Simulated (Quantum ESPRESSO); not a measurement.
## Band energies of BaTiO3

```xyz
5
Lattice="2.8483 1.6444 2.3356 -2.8483 1.6444 2.3356 0.0000 -3.2889 2.3356" Properties=species:S:1:pos:R:3 pbc="T T T"
O     -1.3978     0.8070     4.5721
O      0.0000    -1.6141     4.5721
O      1.3978     0.8070     4.5721
Ti     0.0000     0.0000     3.5967
Ba     0.0000     0.0000     0.0010
```

PBEsol (pw.x of Quantum ESPRESSO, ONCV potentials, with spin-orbit coupling); path ΓLB1,BZΓX,QFP1Z,LP; energies in eV from the valence-band maximum.

| k (1/Å) | point | band 40 | band 41 | band 42 | band 43 | band 44 | band 45 | band 46 | band 47 |
|---|---|---|---|---|---|---|---|---|---|
| 0.00 | Γ | -0.35 | 2.36 | 2.36 | 2.37 | 2.37 | 2.52 | 2.52 | 4.47 |
| 0.19 |  | -0.38 | 2.38 | 2.40 | 2.59 | 2.60 | 2.62 | 2.63 | 4.46 |
| 0.58 |  | -0.75 | 2.49 | 2.50 | 3.52 | 3.53 | 3.63 | 3.63 | 4.44 |
| 0.78 | L | -0.81 | 2.51 | 2.51 | 3.74 | 3.74 | 3.84 | 3.84 | 4.43 |
| 0.96 |  | -0.72 | 2.60 | 2.62 | 3.73 | 3.74 | 3.85 | 3.85 | 4.71 |
| 1.33 |  | -0.49 | 3.46 | 3.48 | 3.91 | 3.91 | 4.03 | 4.03 | 6.08 |
| 1.69 |  | -0.06 | 4.19 | 4.19 | 4.33 | 4.34 | 4.36 | 4.36 | 6.54 |
| 1.88 | B1 | 0.00 | 4.28 | 4.28 | 4.42 | 4.42 | 4.43 | 4.43 | 6.52 |
| 1.88 | B | 0.00 | 4.28 | 4.28 | 4.42 | 4.42 | 4.43 | 4.43 | 6.52 |
| 1.88 | Z | 0.00 | 4.28 | 4.28 | 4.42 | 4.42 | 4.43 | 4.43 | 6.52 |
| 2.07 |  | -0.06 | 4.21 | 4.21 | 4.33 | 4.33 | 4.34 | 4.34 | 6.69 |
| 2.46 |  | -0.44 | 3.67 | 3.67 | 3.70 | 3.70 | 3.71 | 3.71 | 6.46 |
| 2.84 |  | -0.58 | 2.85 | 2.85 | 2.85 | 2.85 | 2.88 | 2.88 | 5.17 |
| 3.03 |  | -0.42 | 2.51 | 2.51 | 2.52 | 2.52 | 2.60 | 2.60 | 4.66 |
| 3.23 | Γ | -0.35 | 2.36 | 2.36 | 2.37 | 2.37 | 2.52 | 2.52 | 4.47 |
| 3.41 |  | -0.32 | 2.39 | 2.41 | 2.53 | 2.54 | 2.59 | 2.60 | 4.55 |
| 3.78 |  | -0.46 | 2.94 | 2.96 | 3.18 | 3.19 | 3.37 | 3.38 | 4.90 |
| 4.14 |  | -0.14 | 3.67 | 3.69 | 3.74 | 3.75 | 4.06 | 4.07 | 5.00 |
| 4.33 | X | -0.06 | 3.81 | 3.82 | 3.83 | 3.84 | 4.17 | 4.17 | 4.99 |
| 4.33 | Q | -0.06 | 3.81 | 3.82 | 3.83 | 3.84 | 4.17 | 4.17 | 4.99 |
| 4.33 | F | -0.06 | 3.82 | 3.82 | 3.83 | 3.83 | 4.17 | 4.17 | 4.99 |
| 4.59 |  | -0.05 | 3.88 | 3.89 | 3.96 | 3.96 | 4.22 | 4.22 | 5.67 |
| 5.10 | P1 | 0.00 | 4.28 | 4.28 | 4.42 | 4.42 | 4.43 | 4.43 | 6.52 |
| 5.10 | Z | 0.00 | 4.28 | 4.28 | 4.42 | 4.42 | 4.43 | 4.43 | 6.52 |
| 6.20 | L | -0.81 | 2.51 | 2.51 | 3.74 | 3.74 | 3.84 | 3.84 | 4.43 |
| 6.75 |  | -0.49 | 3.58 | 3.58 | 3.94 | 3.94 | 3.99 | 4.00 | 6.06 |
| 7.30 | P | 0.00 | 4.28 | 4.28 | 4.42 | 4.42 | 4.43 | 4.43 | 6.52 |

The PBEsol gap is indirect, 2.36 eV, from B1 to Γ; the smallest direct gap is 2.71 eV.

Geometry of the Materials Project entry, not relaxed at this level.
